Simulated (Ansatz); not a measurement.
What DFT gives for CaSc2OsO6

```
CELL_PARAMETERS angstrom
0.00000 3.87400 3.87400
3.87400 0.00000 3.87400
3.87400 3.87400 0.00000
ATOMIC_POSITIONS crystal
Sc 0.25000 0.25000 0.25000
Sc 0.75000 0.75000 0.75000
Ca 0.50000 0.50000 0.50000
Os 0.00000 0.00000 0.00000
O 0.76700 0.23300 0.23300
O 0.23300 0.76700 0.23300
O 0.23300 0.76700 0.76700
O 0.76700 0.23300 0.76700
O 0.23300 0.23300 0.76700
O 0.76700 0.76700 0.23300
```

Single point in Ansatz 0.2.0 with r2SCAN, no spin polarisation. Cutoff 500 eV, PAW datasets, 8×8×8 Γ-centred k mesh, methfessel-paxton filling (width 0.2176 eV).

(1) What does the stress say?

(2) Is there a gap?

(3) Where is the largest force?

(4) How is the charge shared?

Origin: a known structure type with other elements, at an estimated volume, so it need not be a known compound. Caveats: many states at the Fermi level without spin polarisation, so a magnetic state may lie lower; correlation that this level lacks may open a gap in such a compound; atoms or cell far from equilibrium; wide smearing.

Answers

(1) The pressure is 23.8 GPa (compression positive), so with the atoms held at these fractions the cell would first expand; the forces are large, so a full relaxation may end otherwise.

(2) It is a metal, with about 5.3 states/eV a cell as the mean within 0.25 eV of the Fermi level, mostly Sc d (40 %), Os d (37 %) and O p (18 %).

(3) The largest is on O10 (and as large on other atoms): 2.86 eV/Å, components (0.00, 0.00, -2.86). It makes 180° with the line to a nearest neighbour, Os4 at 1.81 Å, pointing away from it.

(4) Bader charges in e: Ca +1.47, Sc +1.88, Os +2.53, O -1.29. In the mean Os gives up most and O takes most.
